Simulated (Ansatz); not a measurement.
# Zr3Cd2: strain energy, fitted

Zr3Cd2, P4/mmm, a = 5.502 Å, c = 5.091 Å. The structure is a COD entry; whether it is the stable form wasn't checked. Ansatz: PBEsol, PAW, 420 eV, Γ-centred 8×8×8 mesh on 5 atoms, Gaussian smearing 0.10 eV; no spin polarisation. Series: biaxial strain in the a-b plane, c and atoms relaxed; x is the strain in per cent. y is the free energy over the unstrained cell, V0 = 30.818 Å³/atom.

```tsv
x (%)	y (meV/atom)
-4.5	?
-3.0	31.24
-1.5	7.48
0.0	0.00
1.5	6.89
3.0	26.54
4.5	57.58
```

**Question.** Fit y = c2 x² + c3 x³ to the other rows, turn c2 into a modulus, and predict the missing energy.

**Answer.** Least squares on the rows shown. y = 3.2159 x² − 0.083421 x³. In eV per unit strain² c2 is 32.16; M is the biaxial modulus (E = M V0 ε²): 32.16 × 160.2 / (30.818) = 167 GPa. At x = -4.5 the fit asked for gives 72.72 meV/atom. The run gave 73.21 meV/atom, so the fit is 0.49 meV/atom too low, 0.67 % of the span of the series, against an rms of 0.08 meV/atom on the fitted rows. The row lies outside the fitted range. With a term in x⁴ added, a fit to the same known rows predicts 73.45 meV/atom, a smaller miss on the other side.

Cost: 7 runs of about 3.5 core-minutes in all, on AMD EPYC 9R45 (Zen 5) (shared hosts).